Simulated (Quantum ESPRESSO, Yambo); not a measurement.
At a photon energy of 12.75 eV, RPA with local fields on PBEsol bands shifted by a G0W0 scissor of 4.53 eV (Quantum ESPRESSO and Yambo; 16×16×16 mesh, 21 bands, 4 Ry local-field block, 0.2 eV broadening) gives ε = 1.99 + 0.64i for NaF (rock salt, space group Fm-3m, No. 225), field along x.

Question: Work out n, κ, the normal-incidence reflectivity, the absorption coefficient and the penetration depth.

Answer: 
|ε| = 2.09; n = √((|ε| + ε1)/2) = 1.43, κ = √((|ε| − ε1)/2) = 0.22. R = ((n − 1)² + κ²)/((n + 1)² + κ²) = 0.04. α = 2Eκ/(ħc) with ħc = 197.327 eV nm: 0.0290 per nm = 2.9 × 10⁵ per cm, a 1/e depth of 35 nm. The computed direct gap is 10.75 eV, and the energy scale of the real crystal may differ from it. Excitonic effects are left out, and values at one energy depend on mesh and broadening. The scissor comes from a G0W0 run whose convergence isn't established. Convergence of the RPA response with its 16×16×16 mesh was not tested.

Geometry relaxed with PBEsol; primitive cell a = 3.2720 Å, b = 3.2720 Å, c = 3.2720 Å, α = 60.00°, β = 60.00°, γ = 60.00°.
